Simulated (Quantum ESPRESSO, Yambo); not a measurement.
AgI (zinc blende, space group F-43m, No. 216): static response along x against the Γ-centred k mesh (Yambo on norm-conserving PBEsol (Quantum ESPRESSO, 82 Ry, no spin-orbit coupling) bands; 52 bands, 4 Ry block). The smallest direct PBEsol gap is 1.20 eV.

```json
[
 {"k mesh": "4×4×4", "ε(0), independent particles": "8.41", "ε(0), RPA with local fields": "7.80"},
 {"k mesh": "6×6×6", "ε(0), independent particles": "6.50", "ε(0), RPA with local fields": "5.88"},
 {"k mesh": "8×8×8", "ε(0), independent particles": "___", "ε(0), RPA with local fields": "___"}
]
```

Task: What does the densest mesh give?

Result: 
- 8×8×8, ε(0), independent particles: 6.11
- 8×8×8, ε(0), RPA with local fields: 5.48

The last step changes the RPA value by 7.3 %: not yet converged. Electronic response only; costs are rough.

Geometry relaxed with PBEsol; primitive cell a = 4.558 Å, b = 4.558 Å, c = 4.558 Å, α = 60.00°, β = 60.00°, γ = 60.00°.
